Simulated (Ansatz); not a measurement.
These are results of Ansatz, DFT LDA, scalar-relativistic, plane waves, PAW, not measurements. Cutoff 420 eV, Γ-centred k meshes of 216 to 1960 points, fixed occupations in insulators, in metals Fermi–Dirac smearing of 0.15 eV (Gaussian, 0.2 eV, where magnetic), no spin polarisation. Values of metals depend on mesh and smearing. Spin–orbit coupling is left out. Each crystal stands at its own equilibrium volume, in the symmetry named.

Q: Order these crystals by the bulk modulus (Hill), lowest first.
A. Al3GaN4 (P-43m, 8 atoms in the cell, 10.4 Å³/atom, Ga next to 4 N)
B. SrIr2 (Fd-3m, 6 atoms in the cell, 18.2 Å³/atom, Sr next to 12 Ir and 4 Sr)
C. HfIr3 (Pm-3m, 4 atoms in the cell, 14.8 Å³/atom, Hf next to 12 Ir)
D. NbReSi (P-62m, 9 atoms in the cell, 14.4 Å³/atom, Si next to 6 Re and 3 Nb)
E. TiHg (P4/mmm, 2 atoms in the cell, 17.3 Å³/atom, Hg next to 8 Ti and 4 Hg)

A: E (135 GPa), B (177 GPa), A (209 GPa), D (271 GPa), C (321 GPa).